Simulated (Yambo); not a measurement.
SnO (space group P4/nmm, No. 129), G0W0@LDA (Yambo, plasmon pole, terminator in G, 4×4×4 mesh): gap Γ → M in eV by bands and screening block.

```tsv
bands (W and G)	2 Ry	3 Ry	5 Ry	6 Ry	8 Ry
37	0.48	0.47	0.52	(withheld)	0.55
55	(withheld)	0.38	0.45	0.46	0.50
79	0.37	0.36	0.46	0.47	0.52
108	0.37	0.36	0.47	(withheld)	0.54
138	0.38	0.37	0.48	0.50	0.56
```

Question: Estimate the withheld gaps from their neighbours; the computed values follow.

Answer: 
- 37, 6 Ry: 0.53
- 55, 2 Ry: 0.39
- 108, 6 Ry: 0.49

The largest settings aren't shown to be the converged limit.

The standard potential for Sn keeps a d shell in the valence without the s and p states of that shell. In tests on such compounds this moved G0W0 gaps by up to about 0.9 eV, so absolute quasiparticle energies here are unreliable; differences between settings are what counts.

Spin-orbit coupling is not included.

Geometry of the Materials Project entry, not relaxed at this level; primitive cell a = b = 3.814 Å, c = 4.887 Å, α = β = γ = 90.00°.

The distance between layers or molecules is the database entry's, not relaxed here. Functionals without dispersion can leave it too large, which widens gaps and weakens the response across layers: the numbers belong to this cell.
